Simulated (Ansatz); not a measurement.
Method: PBE, no spin polarisation; PAW, plane waves to 420 eV, 7×7×4 Γ-centred mesh, tetrahedron occupations (Ansatz 0.2.0), atoms fixed.

Computed maps in the lattice plane spanned by b (left to right, 4.23 Å, 13 points from zero) and c (bottom to top, 6.69 Å, 20 points from zero), 90° apart, at height 0.333 along a. The fields are smooth PAW ones with compensation charges, not the true ones near nuclei.

Valence density. Digits on a logarithmic scale: 0 up to 0.03 e/Å³, each further digit a factor of 1.6, 9 from 1.3 e/Å³ up:
```
4444433333333
4444443333333
4555443333334
5555544333344
5555544455444
4555544799854
4444445999964
4434444999954
3333344699744
3333344455444
3333344555544
4333445666654
4333456899865
4434457999986
5444468999996
5444458999996
4434457999985
4333445688765
4333344455544
3333333333333
```

ELF. Ten even steps from '0' (0.06) to '9' (0.72):
```
5444554322345
5555554332345
4444455433455
4333455311255
4222354000025
4212450155304
5322440532502
5433540443502
6544650145204
6544675100037
6423577544567
5322565322345
5433543477534
4655534998963
4677536920883
4677525952972
4666533899942
5555542345323
5434554211135
5433555321245
```

**Question.** The cell is Mg3W2. Which atoms lie within 0.2 Å of this plane, and where (fractions of b and c)?

**Answer.** Mg at (0.67, 0.63), W at (0.67, 0.23). The whole cell:
```yaml
crystal:
  lattice:
    - [4.23002, 0.00000, 0.00000]
    - [-2.11501, 3.66330, 0.00000]
    - [0.00000, 0.00000, 6.68752]
  atoms:
    - { symbol: Mg, position: [0.33330, 0.66670, 0.63000] }
    - { symbol: Mg, position: [0.66670, 0.33330, 0.37000] }
    - { symbol: W, position: [0.33330, 0.66670, 0.23500] }
    - { symbol: W, position: [0.66670, 0.33330, 0.76500] }
    - { symbol: Mg, position: [0.00000, 0.00000, 0.00000] }
```

Origin: a known structure type with other elements, at an estimated volume, so it need not be a known compound. Caveats: empty levels are not fully converged; many states at the Fermi level without spin polarisation, so a magnetic state may lie lower; atoms or cell far from equilibrium.
